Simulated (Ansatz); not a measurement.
Input file for Ansatz (an electronic-structure program):

Ansatz 0.2 input:
```yaml
crystal:
  lattice:
    - [4.5316216511, 0.0, 0.0]
    - [-2.2658108255, 3.9244994702, 0.0]
    - [0.0, 0.0, 5.2071281939]
  atoms:
    - { symbol: Ba, position: [0.3333333333, 0.6666666667, 0.999789689] }
    - { symbol: Ga, position: [0.0, 0.0, 0.4165039443] }
    - { symbol: Sn, position: [0.6666666667, 0.3333333333, 0.543046399] }
    - { symbol: H, position: [0.0, 0.0, 0.0843599676] }
kpoints:
  mp_grid: { grid: [7, 7, 6] }
basis: { xc_grid: 2 }
hamiltonian:
  xc: pbesol
  pseudopotentials: { kind: paw }
scf:
  occupations: { method: fixed }
checkpoint: { read: static.run }
output: { bader: true, populations: true }
```

Output (shortened):

```
Pseudopotential: Ba, paw, valence charge 10
Pseudopotential: Ga, paw, valence charge 13
Pseudopotential: Sn, paw, valence charge 14
Pseudopotential: H, paw, valence charge 1
Functional definition: PBEsol
Crystal: 4 atoms, lattice volume = 92.605 Å³
Basis set: ecut = 420 eV, 1823 PW (Γ), exchange–correlation on 64×64×72 points (8 copies of the dense FFT grid, shifted against one another)
Bands: 23, of which v1, the nominal top of the filled ones, is band 19 counted from 1 (18 counted from 0)
Symmetry: 6 space group operations
Space group: P3m1 (ITA 156), of the structure as read, at distance tolerance 4.5e-5 Å
k-points: 40 of 294 (time reversal used)
Stability of the state it starts from, as read at its close in the unpolarized treatment …
iter 1 solved again at ethr=5.70e-7 eV; its pass at ethr=3.10e-3 eV (dr2=2.17e-4 eV) is discarded
SCF iter   1: F=—  HF=-15573.454563 eV  |F-HF|=—  |Δ(HF+E_count)|=         —  Δρ=2.20e-6  dr2=3.51e-9  ethr=5.70e-7  ⟨swp⟩=3.0  Hψ=6068  notcnv=0  defer=77
preconditioner: auto → Resta (q_TF=auto, 2.352 Å⁻¹)
SCF iter   2: F=—  HF=-15573.454563 eV  |F-HF|=—  |Δ(HF+E_count)|=   6.24e-7  Δρ=1.91e-6  dr2=2.33e-9  ethr=9.23e-12  ⟨swp⟩=8.2  Hψ=5510  notcnv=0
SCF iter   3: F=-15573.454563 eV  HF=-15573.454563 eV  |F-HF|=9.20e-10  |Δ(HF+E_count)|=   1.58e-9  Δρ=9.32e-7  dr2=6.31e-10  ethr=6.14e-12  ⟨swp⟩=1.0  Hψ=2220  notcnv=0
SCF 1 converged in 3 iterations: F = -15573.454563 eV  dr2 = 6.31e-10
SCF converged after 3 iterations
Free energy (F): -15573.454563 eV
Harris-Foulkes:  -15573.454563 eV  (|F-HF|=9.20e-10)
Internal energy: -15573.454563 eV  (E = F + TS)
E sigma→0 (E₀):  -15573.454563 eV
Fermi energy:    8.831568 eV
--- Per-component energies (eV) ---
  E_band       = -189.471026
  E_kinetic    = 487.037802
  E_local      = -3585.148192  (includes V_loc(G=0)·N_el)
  E_nonlocal   = 453.898785
  E_hartree    = 1781.084911
  E_xc         = -624.366579
  E_vxc        = -303.549828  (∫ρ·V_xc dr)
  E_paw        = -11155.705868  (= ΣΔE_a)
  E_vpaw       = -803.877294  (= ΣTr[D̂ρ^β])
  E_aug_tail   = -0.001273  (compensation charges beyond the density's cutoff)
  E_ewald      = -2931.553400
  E_core_change = 1.299251  (= ΣΔE_core)
  E_smearing   =  0.000000  (= −TS)
  E_closure    =  0.000000  (closes the sum)
  Σ components = -15573.454563   (vs F -15573.454563, Δ=0.00e0)
  [band-id]    e_kinetic+e_local+e_nonlocal+2·e_hartree+e_vxc+e_vpaw+e_augmentation_tail = -189.470179   (vs E_band -189.471026, Δ=8.46e-4)
--- Band table (eV; the first three rows and the last of 40) ---
  k-point 0: bands = ["-18.7556", "-11.8884", "-11.8884", "-11.8022", "-11.8022", "-11.7875", "-5.9810", "-5.9329", "-5.9329", "-5.8933", "-5.8933", "-4.1385", "-3.8245", "-3.8245", "-0.5620", "4.3717", "7.6447", "8.2394", "8.2394", "9.4610", "11.9752", "11.9752", "12.3057"]
  k-point 1: bands = ["-18.7548", "-11.8884", "-11.8884", "-11.8024", "-11.8024", "-11.7871", "-5.9801", "-5.9326", "-5.9326", "-5.8937", "-5.8937", "-4.2066", "-3.8224", "-3.8224", "-0.3753", "4.0812", "7.8150", "8.3490", "8.3490", "9.5697", "11.2534", "11.2534", "12.0252"]
  k-point 2: bands = ["-18.7532", "-11.8883", "-11.8883", "-11.8027", "-11.8027", "-11.7865", "-5.9782", "-5.9320", "-5.9320", "-5.8943", "-5.8943", "-4.3315", "-3.8181", "-3.8181", "0.0345", "3.4970", "8.2668", "8.6294", "8.6294", "9.5512", "10.5309", "10.5309", "11.5663"]
  k-point 39: bands = ["-18.7216", "-11.8881", "-11.8842", "-11.8057", "-11.8020", "-11.7798", "-5.9665", "-5.9417", "-5.9189", "-5.9046", "-5.8908", "-4.2263", "-4.1191", "-4.0447", "1.4741", "2.3886", "5.2982", "6.5696", "7.9568", "11.7943", "11.9244", "12.7725", "12.8763"]
--- Löwdin populations: 4 sites ---
  site symbol       q [e]
     0     Ba      8.2285
     1     Ga     13.6220
     2     Sn     14.5610
     3      H      1.2654
  spilling = 0.008504 (of n_electrons = 38.000000)
--- Bader charges: 4 sites ---
  site symbol  charge [e]  shift [e]
     0     Ba      1.1944     0.0000
     1     Ga     -0.0017     0.0007
     2     Sn     -0.6839     0.0001
     3      H     -0.5087     0.0008
  shift: an alarm, by how much a part of what the PAW files miss would move the charge. Where it is large, compare
  with a run on PAW files of another source; a small one proves nothing
  estimated error of the sums over rays = 7.6e-4 e
```

Cost: roughly 50 core-seconds on shared cores.

The workflow started from a Materials Project entry (that database holds measured and hypothetical structures alike); the Crystallography Open Database files this formula in space group No. 156, but the cells were not matched. Its standing as an ambient phase is unchecked. Symmetry was held in the PBEsol relaxation; its stability against distortions is not shown here. Scalar-relativistic: spin–orbit coupling is off unless named, which matters more the heavier the elements.

Potentials: the later of the program's two PAW sets.

Ansatz is a plane-wave DFT program.
